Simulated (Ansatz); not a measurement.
The cell is LiTlTe2 as one 4-atom ordering (P-4m2) on the zincblende lattice; cell and atoms were relaxed with r2SCAN. Space group P-4m2 (No. 115), tetragonal; a = 4.598 Å, c = 6.473 Å in the conventional setting, 34.21 Å³ an atom. Li is surrounded by 4 Te at 2.74 Å; Te is surrounded by 2 Li at 2.74 Å and 2 Tl at 2.88 Å; Tl is surrounded by 4 Te at 2.88 Å.

4 runs of the plane-wave code Ansatz on this cell differ in the functional (and in the settings that go with it). Levels are in eV from each run's valence top; v1 is the last filled band, c1 the first empty one.

Run A, mean stress -0.5 GPa (compression positive):
```tsv
point	v4	v3	v2	v1	c1	c2
Γ	-1.83	-0.14	0.00	0.00	1.36	4.00
X	-2.32	-1.92	-1.00	-0.57	3.05	5.96
M	-2.24	-1.80	-1.80	-1.26	2.08	4.02
Z	-1.28	-1.28	-0.85	-0.85	2.81	4.11
```

Run B, mean stress 0.0 GPa (compression positive):
```tsv
point	v4	v3	v2	v1	c1	c2
Γ	-1.71	-0.22	0.00	0.00	0.40	2.97
X	-2.12	-1.79	-1.02	-0.45	1.89	4.85
M	-2.17	-1.72	-1.72	-1.10	1.00	3.02
Z	-1.24	-1.24	-0.74	-0.74	1.66	3.11
```

Run C, mean stress +0.8 GPa (compression positive):
```tsv
point	v4	v3	v2	v1	c1	c2
Γ	-1.67	-0.22	0.00	0.00	0.17	2.66
X	-2.08	-1.75	-1.00	-0.44	1.65	4.47
M	-2.12	-1.68	-1.68	-1.07	0.82	2.70
Z	-1.22	-1.22	-0.73	-0.73	1.48	2.76
```

Run D, mean stress -0.3 GPa (compression positive):
```tsv
point	v4	v3	v2	v1	c1	c2
Γ	-1.79	-0.17	0.00	0.00	0.75	3.34
X	-2.26	-1.87	-0.99	-0.54	2.37	5.28
M	-2.21	-1.77	-1.77	-1.22	1.43	3.37
Z	-1.25	-1.25	-0.81	-0.81	2.14	3.46
```

Problem. Match the runs to PBE, r2SCAN, HSE06, PBE0.

Solution. A is PBE0, B is r2SCAN, C is PBE, D is HSE06. In order of the gap: PBE 0.17, r2SCAN 0.40, HSE06 0.75, PBE0 1.36 eV. The stress vanishes for r2SCAN, which relaxed the cell.

These are computed values for a spin-unpolarised cell that may be hypothetical; none is a measurement.

Spin-orbit coupling is left out; in compounds of Pb, Bi, Tl or Hg it can lower a gap by up to about 1 eV, split its edges or invert the bands.

The program warns that its thresholds are loose for a hybrid's stress.

The meshes of the hybrids are coarse, so their gaps aren't converged to the digits shown.
